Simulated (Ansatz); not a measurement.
The cell is TlLaO2 as one 8-atom ordering (I4_1/amd) on the rocksalt lattice (no longer in that coordination); cell and atoms were relaxed with r2SCAN. The symmetry is I4_1/amd (No. 141, tetragonal); conventional cell a = 5.085 Å, c = 11.754 Å, 18.99 Å³ an atom. Tl is surrounded by 4 O at 2.60 Å; O is surrounded by 3 La at 2.38–2.60 Å and 2 Tl at 2.60 Å; La is surrounded by 6 O at 2.38–2.60 Å.

3 runs of Ansatz 0.2.0 on this cell differ in the functional (and in the settings that go with it). Levels are in eV from each run's valence top; v1 is the last filled band, c1 the first empty one.

Run A, mean stress -0.1 GPa (compression positive):
```tsv
point	v2	v1	c1	c2
Γ	-3.01	-3.01	2.17	3.53
X	-0.09	-0.09	2.69	2.69
P	-0.06	-0.06	2.49	2.49
N	-1.48	-1.31	2.30	3.37
```

Run B, mean stress 0.0 GPa (compression positive):
```tsv
point	v2	v1	c1	c2
Γ	-2.45	-2.45	1.08	2.47
X	-0.06	-0.06	1.65	1.65
P	-0.03	-0.03	1.48	1.48
N	-1.27	-1.12	1.28	2.19
```

Run C, mean stress -0.2 GPa (compression positive):
```tsv
point	v2	v1	c1	c2
Γ	-2.94	-2.94	1.52	2.86
X	-0.07	-0.07	2.05	2.05
P	-0.04	-0.04	1.86	1.86
N	-1.43	-1.26	1.65	2.70
```

Task: Match the runs to r2SCAN, HSE06, PBE0.

Result: A is PBE0, B is r2SCAN, C is HSE06. In order of the gap: r2SCAN 1.08, HSE06 1.52, PBE0 2.17 eV.

The cell comes from a prototype generator: it can be a known phase or a hypothetical one. Spin polarisation is off.

Spin-orbit coupling is left out; in compounds of Pb, Bi, Tl or Hg it can lower a gap by up to about 1 eV, split its edges or invert the bands.

The stress of a hybrid is loosely converged in these runs.
